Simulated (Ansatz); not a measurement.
Here is an unrelaxed guess for Al2GaAs3.

```xyz
6
Lattice="3.8536 0.0000 0.0000 -1.9268 3.3373 0.0000 0.0000 0.0000 9.4394" Properties=species:S:1:pos:R:3 pbc="T T T"
Al    0.0000    0.0000    0.0000
Al    1.9268    1.1124    3.1465
Ga    0.0000    2.2249    6.2929
As    0.0000    0.0000    7.0796
As    0.0000    2.2249    3.9331
As    1.9268    1.1124    0.7866
```

The calculation used DFT PBE, scalar-relativistic, plane waves, PAW (Ansatz 0.2.0). Cutoff 420 eV; k points 6×6×2 on the computed 6-atom cell (Γ-centred); Gaussian smearing, width 0.10 eV; no spin polarisation.

Formation energies are uncorrected and refer to the elements' standard structures at the same level.

Task: How far from equilibrium is it?

Result: The pressure is 13.9 GPa (the mean over three directions, positive in compression), the largest force is 0.08 eV/Å, and the energy is −0.31 eV/atom against the elements. The shortest distance is 2.36 Å.

Task: Is it a good guess?

Result: A fair one: relaxing gains about 0.13 eV/atom in 8 ionic steps and ends at −0.441 eV/atom on the finer mesh. The symmetry stays P3m1 (No. 156). The volume per atom grows by 16.5 %, from 20.2 to 23.6 Å³. The shortest distance goes from 2.36 Å (Al–As and Ga–As) to 2.48 Å (Al–As). Conventional cell: a = 4.054 Å, c = 9.935 Å. Al on its first site is surrounded by 4 As at 2.48 Å; Ga is surrounded by 4 As at 2.49 Å; around As on its first site lie 1 Al at 2.48 Å and 3 Ga at 2.49 Å; 3 more sites not described.

The last run used a 12×12×4 mesh (in the run's order of axes) for its 6-atom cell and Gaussian smearing of 0.02 eV. The reference form of As is held partly by dispersion forces, which this level lacks. The relaxation can't lower the symmetry of the start, and the grade says only how near the guess is to its own end. Symmetry constrained the relaxation, so the result can be a saddle point.
